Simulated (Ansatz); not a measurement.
Relaxed Mo (bcc, W type):

```xyz
2
Lattice="-3.1608 3.1608 3.1608 1.5804 -1.5804 1.5804 1.5804 1.5804 -1.5804" Properties=species:S:1:pos:R:3 pbc="T T T"
Mo     0.0000     0.0000     0.0000
Mo    -1.5804     1.5804     1.5804
```

The atoms are displaced by Q × the pattern below (from a DFPT mode at N = (0.5, 0.0, 0.0), largest move 1; Q in Å), at fixed cell. (q is in reciprocal vectors of the primitive cell; the cell shown is doubled to hold the pattern.)

```tsv
atom	x	y	z
Mo1	1.000	0.000	0.000
Mo2	-1.000	0.000	0.000
```

Method: PBE (plane waves to 420 eV, PAW, scalar-relativistic; Ansatz, a program for electronic structure). k mesh 21×21×21 (Γ-centred), Fermi-Dirac smearing 0.05 eV. The energy includes the smearing's −TS. With partly filled bands, energies and forces of such displacements shift with the k mesh and the smearing. Mo is run without spin polarisation. Mo was relaxed with its symmetry unable to fall. The PAW data are Ansatz's earlier set. ΔE is measured from the undisplaced structure.

Question: What ΔE (eV/cell) and −dE/dQ from forces (eV/Å) does the calculation give at Q (Å) = -0.150, -0.120, -0.090, 0.120, 0.150?

Answer: 
| Q (Å) | ΔE (eV/cell) | −dE/dQ from forces (eV/Å) |
|---|---|---|
| -0.150 | 0.185 | 2.772 |
| -0.120 | 0.113 | 2.079 |
| -0.090 | 0.060 | 1.447 |
| 0.120 | 0.113 | -2.079 |
| 0.150 | 0.185 | -2.772 |

(A displaced cell: forces are minus the slopes of the energy, force constants its curvatures, and phonons follow from these.)
